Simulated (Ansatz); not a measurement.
Values for one crystal, relaxed and computed with plane-wave PAW PBEsol (Ansatz code); other levels are named.

| Quantity | Result |
|---|---|
| Volume per atom | 7.74 Å³ |
| Electronic character | metallic (no gap) |
| Debye temperature from the elastic constants | 1260 K |
| Density of states at the Fermi level | 0.12 states/eV per atom (mean over ±0.08 eV) |
| Elastic constants (relaxed ions, GPa) | C11 = 181, C12 = 96.9, C44 = 211 |
| Mechanical stability | stable (all eigenvalues of C positive) |
| Pressure derivative B′ | 3.3 |

Question: Which of these materials gives this?
A) Ti, bcc (W type)
B) W, bcc (W type)
C) Nb, bcc (W type)
D) Be, bcc (W type)

Answer: D, Be, bcc (W type)

Space group Im-3m (bcc (W type)). The workflow started from a Materials Project entry (that database holds measured and hypothetical structures alike); the Crystallography Open Database copy checked does not list it. It is not the phase usual at ambient conditions (space group No. 194). The PBEsol relaxation kept the symmetry of its start; whether a distortion lowers the energy is not shown. As this level gives no gap, shear constants depend on the k-mesh and smearing (Fermi–Dirac, 0.1 eV here).

Potentials: the earlier of the program's two PAW sets.
